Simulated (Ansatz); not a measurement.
Theory: DFT PBE, scalar-relativistic, plane waves, PAW in Ansatz 0.2.0. All cells share a 420 eV cutoff and Γ-centred k meshes spaced at most about 0.3 Å⁻¹ (about 0.25 or finer for metals, 2π included). No spin polarisation in the final relaxations.

All energies are static (0 K, no zero-point motion).

Compare these two cells of Zn₂CdTe₃, each relaxed at this level.

A. Space group R-3m (No. 166), trigonal, a = 8.635 Å, c = 8.709 Å. Zn is surrounded by 1 Zn at 2.44 Å, 3 Te at 3.01 Å and 1 Cd at 3.13 Å; Cd has 6 Te at 2.88 Å and 2 Zn at 3.13 Å; Te has 2 Cd at 2.88 Å and 2 Zn at 3.01 Å.

B. Space group P6/mmm (No. 191), hexagonal, a = 6.413 Å, c = 7.749 Å. Around Zn lie 1 Zn at 2.50 Å, 1 Cd at 2.62 Å and 6 Te at 4.14 Å; around Cd lie 2 Zn at 2.62 Å and 6 Te at 3.21 Å; Te is surrounded by 2 Cd at 3.21 Å, 4 Te at 3.21 Å and 4 Zn at 4.14 Å.

**Question.** Which form is favoured at zero pressure, and by what margin per atom?

**Answer.** A is lower, by 222 meV/atom. A has space group R-3m (No. 166), 31.2 Å³/atom and no gap on its mesh; B has space group P6/mmm (No. 191), 46.0 Å³/atom and no gap. Counting Te atoms around Cd and Zn (those within 1.25 times the shortest such distance or 1.15 times the sum of covalent radii; the shortest distance is added where it is long for a bond), A has Zn 3, Cd 6 and B has Zn 6 from 4.1 Å, Cd 6. The denser one is the lower, and pressure would at first widen the difference. Even the lower one lies +0.17 eV/atom against the reference forms of the elements (uncorrected), so neither is stable at this level. Both come from invented guesses. A third cell relaxed alike, in P4mm, lies 115 meV/atom below the lower of the two.

Spin–orbit coupling, which can matter for Te, is left out. Cells relaxed within their symmetry can be saddle points.
